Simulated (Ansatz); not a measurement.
Input, command and steps of an Ansatz relaxation.

```yaml
crystal:
  lattice:
    - [-3.5591582099, 3.5591582099, 2.7683411992]
    - [3.5591582099, -3.5591582099, 2.7683411992]
    - [3.5591582099, 3.5591582099, -2.7683411992]
  atoms:
    - { symbol: Na, position: [0.6730566798, 0.1730566798, 0.8461133595] }
    - { symbol: Na, position: [0.1730566798, 0.3269433202, 0.5] }
    - { symbol: Na, position: [0.3269433202, 0.8269433202, 0.1538866405] }
    - { symbol: Na, position: [0.8269433202, 0.6730566798, 0.5] }
    - { symbol: Au, position: [0.25, 0.25, 0.0] }
    - { symbol: Au, position: [0.75, 0.75, 0.0] }
basis:
  ecutwfc: 500
kpoints:
  mp_grid: { grid: [8, 8, 8] }
hamiltonian:
  xc: r2scan
scf:
  occupations: { method: gaussian, width: 0.1 }
output:
  forces: true
  stress: true
  eigenvalues: true
  write_density: true
  write_potential: true
  elf: true
  volumetric_format: npy
relax:
  adjacent_minimum: "off"
  f_tol: 0.01
  max_steps: 30
  cell: { stress_tol: 0.1, fix: [volume] }
```

```bash
ansatz run input.yaml --threads 2 --pin off --max-ram 5120MiB --backend cpu --events-out ev --progress --plain --runs-dir out
```

Level of theory: DFT r2SCAN, scalar-relativistic, plane waves, PAW in Ansatz 0.2.0.

The volume is held at 0.94 times that of the relaxed cell.

Of 3 frames 3 are shown, positions in Å and forces in eV/Å; the SCF threshold varies from step to step. Steps run on the plane waves of an earlier cell, with a Pulay correction in the pressure. The basis is chosen afresh for the last frame, the zero of the energies, and at times for earlier ones too; energy and pressure step there, also at an unchanged geometry.

```xyz
6
Lattice="-3.5592 3.5592 2.7683 3.5592 -3.5592 2.7683 3.5592 3.5592 -2.7683" Properties=species:S:1:pos:R:3:forces:R:3 pbc="T T T" step=1 free_energy_over_end_meV_per_atom=0.46 pressure_GPa=2.04
Na    1.2319    4.7910    0.0000   -0.0300   -0.0300    0.0000
Na    2.3273    1.2319    0.0000    0.0300   -0.0300    0.0000
Na    2.3273   -1.2319    2.7683    0.0300    0.0300    0.0000
Na    1.2319    2.3273    2.7683   -0.0300    0.0300    0.0000
Au    0.0000    0.0000    1.3842    0.0000    0.0000    0.0000
Au    0.0000    0.0000    4.1525    0.0000    0.0000    0.0000
6
Lattice="-3.5514 3.5514 2.7805 3.5514 -3.5514 2.7805 3.5514 3.5514 -2.7805" Properties=species:S:1:pos:R:3:forces:R:3 pbc="T T T" step=2 free_energy_over_end_meV_per_atom=0.00 pressure_GPa=1.90
Na    1.2187    4.7701    0.0000   -0.0093   -0.0093    0.0000
Na    2.3327    1.2187    0.0000    0.0093   -0.0093    0.0000
Na    2.3327   -1.2187    2.7805    0.0093    0.0093    0.0000
Na    1.2187    2.3327    2.7805   -0.0093    0.0093    0.0000
Au    0.0000    0.0000    1.3902    0.0000    0.0000    0.0000
Au    0.0000    0.0000    4.1707    0.0000    0.0000    0.0000
6
Lattice="-3.5514 3.5514 2.7805 3.5514 -3.5514 2.7805 3.5514 3.5514 -2.7805" Properties=species:S:1:pos:R:3:forces:R:3 pbc="T T T" step=3 free_energy_over_end_meV_per_atom=0.00 pressure_GPa=1.90
Na    1.2187    4.7701    0.0000   -0.0091   -0.0091    0.0000
Na    2.3327    1.2187    0.0000    0.0091   -0.0091    0.0000
Na    2.3327   -1.2187    2.7805    0.0091    0.0091    0.0000
Na    1.2187    2.3327    2.7805   -0.0091    0.0091    0.0000
Au    0.0000    0.0000    1.3902    0.0000    0.0000    0.0000
Au    0.0000    0.0000    4.1707    0.0000    0.0000    0.0000
```

Time: 33 s on 2 threads of Intel(R) Xeon(R) 6975P-C (Granite Rapids) (shared host), peak memory 1.1 GiB.

Spin–orbit coupling is left out, which can shift energies with elements as heavy as these.